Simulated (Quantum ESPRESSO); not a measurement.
SiAl7P8, input and log of a self-consistent run

A calculation, not a measurement. The program is pw.x of Quantum ESPRESSO 7.5 (plane-wave density functional theory). The cell is made up: 16 atoms on a doubled zincblende/diamond lattice, with randomly drawn elements, strain and displacements, not relaxed. PseudoDojo standard norm-conserving files (v0.5 for PBE, v0.4.1 for LDA and PBEsol) set the functional; there is no spin polarisation, spin-orbit coupling or dispersion term, and the masses in the input are unused placeholders. A spin-polarised start on this cell or one of its family kept no moment above 0.05 Bohr magneton at the same smearing; a narrower smearing was not tried.

Input:

```
&control calculation='scf', pseudo_dir='./dojo.nc.sr.pbe.v0_5.standard.upf', outdir='./o', disk_io='medium', tprnfor=.true., tstress=.true. /
&system ibrav=0, nat=16, ntyp=3, nbnd=43, ecutwfc=44.02568797, nosym=.true., tot_charge=0,
 occupations='smearing', smearing='fd', degauss=0.0073498644
/
&electrons conv_thr=7.350e-09, electron_maxstep=60, /
ATOMIC_SPECIES
Al 1.0 Al.upf
P 1.0 P.upf
Si 1.0 Si.upf
CELL_PARAMETERS angstrom
5.4827 -0.038 0.01
-0.038 5.4594 0.0698
0.0201 0.1396 10.8574
ATOMIC_POSITIONS angstrom
Si -0.0269 -0.008 0.0312
Al -0.0363 2.7926 2.7193
Al 2.7133 0.0401 2.7238
Al 2.698 2.7187 -0.0016
Al -0.0104 0.0203 5.4033
Al 0.0034 2.8257 8.203
Al 2.7602 0.0375 8.1387
Al 2.7701 2.7689 5.418
P 1.3228 1.4132 1.3494
P 1.3417 4.1608 4.1437
P 4.0148 1.3245 4.1049
P 4.0706 4.1316 1.385
P 1.3707 1.3997 6.8454
P 1.3968 4.1893 9.5659
P 4.1411 1.3973 9.5441
P 4.0994 4.0734 6.9209
K_POINTS automatic
6 6 4 1 1 1
```

The log is shortened where brackets say so; the opening notice, blank lines, dates and the lines on written files are dropped, and the path of the files is cut. It prints rydbergs, bohrs and kilobars, and counts compression as positive stress.

```
     Program PWSCF v.7.5
     Parallel version (MPI & OpenMP), running on       1 processor cores
     Number of MPI processes:                 1
     Threads/MPI process:                     1
     [start-up lines left out]
     bravais-lattice index     =            0
     lattice parameter (alat)  =      10.3611  a.u.
     unit-cell volume          =    2192.6427 (a.u.)^3
     number of atoms/cell      =           16
     number of atomic types    =            3
     number of electrons       =        65.00
     number of Kohn-Sham states=           43
     kinetic-energy cutoff     =      44.0257  Ry
     charge density cutoff     =     176.1028  Ry
     scf convergence threshold =      7.3E-09
     mixing beta               =       0.7000
     number of iterations used =            8  plain     mixing
     Exchange-correlation= PBE
                           (   1   4   3   4   0   0   0)
     [axes and pseudopotential details left out]
   Cartesian axes
     site n.     atom                  positions (alat units)
         1        Si     tau(   1) = (  -0.0049062  -0.0014591   0.0056905  )
         2        Al     tau(   2) = (  -0.0066207   0.5093345   0.4959655  )
         3        Al     tau(   3) = (   0.4948712   0.0073137   0.4967863  )
         4        Al     tau(   4) = (   0.4920807   0.4958561  -0.0002918  )
         5        Al     tau(   5) = (  -0.0018968   0.0037025   0.9854928  )
         6        Al     tau(   6) = (   0.0006201   0.5153715   1.4961222  )
         7        Al     tau(   7) = (   0.5034252   0.0068395   1.4843947  )
         8        Al     tau(   8) = (   0.5052308   0.5050119   0.9881739  )
         9        P      tau(   9) = (   0.2412618   0.2577496   0.2461133  )
        10        P      tau(  10) = (   0.2447089   0.7588767   0.7557579  )
        11        P      tau(  11) = (   0.7322481   0.2415719   0.7486812  )
        12        P      tau(  12) = (   0.7424253   0.7535510   0.2526063  )
        13        P      tau(  13) = (   0.2499981   0.2552874   1.2485134  )
        14        P      tau(  14) = (   0.2547584   0.7640747   1.7446977  )
        15        P      tau(  15) = (   0.7552836   0.2548496   1.7407217  )
        16        P      tau(  16) = (   0.7476781   0.7429360   1.2622836  )
     number of k points=    72  Fermi-Dirac smearing, width (Ry)=  0.0073
                       cart. coord. in units 2pi/alat
        k(    1) = (   0.0838012   0.0834831   0.0618948), wk =   0.0277778
        k(    2) = (   0.0835597   0.0818670   0.1881626), wk =   0.0277778
     [further k points left out]
     Dense  grid:    86519 G-vectors     FFT dimensions: (  45,  45,  90)
     Estimated max dynamical RAM per process >     140.51 MB
     Initial potential from superposition of free atoms
     starting charge      64.9811, renormalised to      65.0000
     Starting wfcs are   64 randomized atomic wfcs
     total cpu time spent up to now is       40.0 secs
     per-process dynamical memory:   101.4 Mb
     Self-consistent Calculation
     iteration #  1     ecut=    44.03 Ry     beta= 0.70
     Davidson diagonalization with overlap
     ethr =  1.00E-02,  avg # of iterations =  4.7
     total cpu time spent up to now is      143.5 secs
     total energy              =    -152.10721160 Ry
     estimated scf accuracy    <       0.66328618 Ry
     iteration #  2     ecut=    44.03 Ry     beta= 0.70
     Davidson diagonalization with overlap
     ethr =  1.02E-03,  avg # of iterations =  3.8
     total cpu time spent up to now is      238.0 secs
     total energy              =    -152.16874849 Ry
     estimated scf accuracy    <       0.33300679 Ry
     iteration #  3     ecut=    44.03 Ry     beta= 0.70
     Davidson diagonalization with overlap
     ethr =  5.12E-04,  avg # of iterations =  6.8
     total cpu time spent up to now is      384.0 secs
     total energy              =    -152.19181714 Ry
     estimated scf accuracy    <       0.69251600 Ry
     iteration #  4     ecut=    44.03 Ry     beta= 0.70
     Davidson diagonalization with overlap
     ethr =  5.12E-04,  avg # of iterations =  4.1
     total cpu time spent up to now is      517.7 secs
     total energy              =    -152.29033380 Ry
     estimated scf accuracy    <       0.00940911 Ry
     iteration #  5     ecut=    44.03 Ry     beta= 0.70
     Davidson diagonalization with overlap
     c_bands:  1 eigenvalues not converged
     c_bands:  1 eigenvalues not converged
     c_bands:  3 eigenvalues not converged
     c_bands:  2 eigenvalues not converged
     c_bands:  1 eigenvalues not converged
     c_bands:  1 eigenvalues not converged
     c_bands:  1 eigenvalues not converged
     c_bands:  1 eigenvalues not converged
     c_bands:  1 eigenvalues not converged
     c_bands:  1 eigenvalues not converged
     c_bands:  1 eigenvalues not converged
     c_bands:  1 eigenvalues not converged
     c_bands:  1 eigenvalues not converged
     c_bands:  1 eigenvalues not converged
     c_bands:  2 eigenvalues not converged
     c_bands:  1 eigenvalues not converged
     c_bands:  1 eigenvalues not converged
     c_bands:  1 eigenvalues not converged
     c_bands:  1 eigenvalues not converged
     c_bands:  2 eigenvalues not converged
     c_bands:  1 eigenvalues not converged
     c_bands:  2 eigenvalues not converged
     c_bands:  1 eigenvalues not converged
     c_bands:  1 eigenvalues not converged
     c_bands:  2 eigenvalues not converged
     c_bands:  1 eigenvalues not converged
     c_bands:  2 eigenvalues not converged
     c_bands:  1 eigenvalues not converged
     c_bands:  2 eigenvalues not converged
     c_bands:  1 eigenvalues not converged
     c_bands:  1 eigenvalues not converged
     c_bands:  1 eigenvalues not converged
     c_bands:  1 eigenvalues not converged
     ethr =  1.45E-05,  avg # of iterations = 17.5
     total cpu time spent up to now is      755.5 secs
     total energy              =    -152.28989347 Ry
     estimated scf accuracy    <       0.03351752 Ry
     [iterations 6 to 8 left out]
     iteration #  9     ecut=    44.03 Ry     beta= 0.70
     Davidson diagonalization with overlap
     ethr =  2.83E-08,  avg # of iterations =  4.9
     total cpu time spent up to now is     1156.8 secs
     total energy              =    -152.29495652 Ry
     estimated scf accuracy    <       0.00002036 Ry
     iteration # 10     ecut=    44.03 Ry     beta= 0.70
     Davidson diagonalization with overlap
     ethr =  2.83E-08,  avg # of iterations =  1.8
     total cpu time spent up to now is     1219.9 secs
     total energy              =    -152.29495644 Ry
     estimated scf accuracy    <       0.00000407 Ry
     iteration # 11     ecut=    44.03 Ry     beta= 0.70
     Davidson diagonalization with overlap
     ethr =  6.26E-09,  avg # of iterations =  3.7
     total cpu time spent up to now is     1291.6 secs
     total energy              =    -152.29495732 Ry
     estimated scf accuracy    <       0.00000007 Ry
     iteration # 12     ecut=    44.03 Ry     beta= 0.70
     Davidson diagonalization with overlap
     ethr =  1.12E-10,  avg # of iterations =  5.1
     total cpu time spent up to now is     1410.5 secs
     total energy              =    -152.29495735 Ry
     estimated scf accuracy    <       0.00000012 Ry
     iteration # 13     ecut=    44.03 Ry     beta= 0.70
     Davidson diagonalization with overlap
     ethr =  1.12E-10,  avg # of iterations =  2.1
     total cpu time spent up to now is     1464.9 secs
     End of self-consistent calculation
          k = 0.0838 0.0835 0.0619 ( 10821 PWs)   bands (ev):
    -6.7204  -5.8044  -5.4303  -4.5463  -4.3780  -4.2017  -4.1371  -3.9080
    -1.6607  -0.1422  -0.0962   0.1390   0.1702   1.4027   1.5581   1.7404
     2.0302   2.2826   2.3373   2.6556   2.6836   2.7060   2.8152   3.0235
     3.1207   3.4477   3.4836   3.8125   3.9440   4.4880   4.8543   5.0620
     6.5405   6.7745   6.8278   7.0854   7.6089   7.7900   7.8762   8.2179
     8.4892   8.8444   8.9959
     [levels at the other k points left out]
     the Fermi energy is     7.0140 ev
!    total energy              =    -152.29495737 Ry
     estimated scf accuracy    <          2.0E-09 Ry
     smearing contrib. (-TS)   =      -0.00759880 Ry
     internal energy E=F+TS    =    -152.28735856 Ry
     The total energy is F=E-TS. E is the sum of the following terms:
     one-electron contribution =      26.86485247 Ry
     hartree contribution      =      15.05761473 Ry
     xc contribution           =     -51.22110518 Ry
     ewald contribution        =    -142.98872058 Ry
     convergence has been achieved in  13 iterations
     Forces acting on atoms (cartesian axes, Ry/au):
     atom    1 type  3   force =     0.02488027    0.00648886   -0.01944418
     atom    2 type  1   force =    -0.00258683   -0.00767460    0.02017455
     atom    3 type  1   force =    -0.00660549   -0.00605856   -0.02272122
     atom    4 type  1   force =     0.03192682   -0.01346069    0.00514187
     atom    5 type  1   force =    -0.00034489    0.01146790    0.02588735
     atom    6 type  1   force =     0.02403089   -0.01724173    0.00266121
     atom    7 type  1   force =     0.01363589    0.01039608   -0.00578738
     atom    8 type  1   force =    -0.01842949   -0.00039306    0.03039378
     atom    9 type  2   force =    -0.01314824   -0.02275121    0.00078434
     atom   10 type  2   force =    -0.00694782   -0.02451196   -0.01322564
     atom   11 type  2   force =     0.04045228    0.02344814   -0.01191702
     atom   12 type  2   force =    -0.01137216   -0.00736717    0.00397129
     atom   13 type  2   force =    -0.00674677    0.01367299   -0.01971387
     atom   14 type  2   force =    -0.04749799    0.01833961    0.01430839
     atom   15 type  2   force =    -0.00858533    0.00116344    0.01825461
     atom   16 type  2   force =    -0.01266115    0.01448195   -0.02876809
     Total force =     0.125208     Total SCF correction =     0.000080
     Computing stress (Cartesian axis) and pressure
          total   stress  (Ry/bohr**3)                   (kbar)     P=       12.06
   0.00006833   0.00000788  -0.00000224           10.05        1.16       -0.33
   0.00000788   0.00009008  -0.00012335            1.16       13.25      -18.15
  -0.00000224  -0.00012335   0.00008753           -0.33      -18.15       12.88
     init_run     :     38.55s CPU     39.95s WALL (       1 calls)
     electrons    :   1390.50s CPU   1424.93s WALL (       1 calls)
     forces       :     13.01s CPU     13.10s WALL (       1 calls)
     stress       :     48.53s CPU     50.71s WALL (       1 calls)
     [timing details left out]
     PWSCF        :  24m50.82s CPU  25m29.31s WALL
     JOB DONE.
```

In other units: free energy -2072.078 eV for the cell, pressure 1.21 GPa, largest force component 1.221 eV/Å. A rerun of this cell at a cutoff of 838 eV and k mesh 8 x 8 x 6 moved values by no more than 0.004 eV in energy, 0.07 GPa in stress and 0.013 eV/Å in force.